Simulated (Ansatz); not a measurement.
All numbers below come from DFT PBE, scalar-relativistic, plane waves, PAW in Ansatz 0.2.0. All cells share a 420 eV cutoff and Γ-centred k meshes spaced at most about 0.3 Å⁻¹ (about 0.25 or finer for metals, 2π included). No spin polarisation in the final relaxations.

Temperature and zero-point effects are left out.

Compare these two cells of La2Zr2O, each relaxed at this level.

A.

```xyz
5
Lattice="5.1912 0.0000 0.0000 -2.5956 4.4957 0.0000 0.0000 0.0000 6.5195" Properties=species:S:1:pos:R:3 pbc="T T T"
La    0.0000    2.9971    3.2597
La    2.5956    1.4986    3.2597
Zr    0.0000    0.0000    5.2567
Zr    0.0000    0.0000    1.2628
O     0.0000    0.0000    3.2597
```

B.

```xyz
5
Lattice="-1.9727 1.9727 8.1507 1.9727 -1.9727 8.1507 1.9727 1.9727 -8.1507" Properties=species:S:1:pos:R:3 pbc="T T T"
La    1.9727    0.0000    4.0753
La    0.0000    1.9727    4.0753
Zr    0.0000    0.0000    6.9620
Zr    0.0000    0.0000    9.3394
O     0.0000    0.0000    0.0000
```

Question: Which form is favoured at zero pressure, and by what margin per atom?

Answer: A is lower, by 0.50 eV/atom. A has space group P6/mmm (No. 191), 30.4 Å³/atom and no gap on its mesh; B has space group I4/mmm (No. 139), 25.4 Å³/atom and no gap. Counting La or Zr atoms around O (for each partner element, those within 1.25 times its shortest distance or 1.15 times the sum of covalent radii, where it is the nearest in units of that sum or under 1.3; a plus sign parts groups by distance over the sum of covalent radii; the shortest distance is added where it exceeds 1.18 times the sum of covalent radii), A has O 2+6 and B has O 8 from 3.0 Å. The lower one is the more open, so pressure narrows the difference. Even the lower one lies +0.37 eV/atom against the reference forms of the elements (uncorrected), so neither is stable at this level. Both come from invented guesses. A third cell relaxed alike, in P-3m1, lies 1.23 eV/atom below the lower of the two.

Cells relaxed within their symmetry can be saddle points.
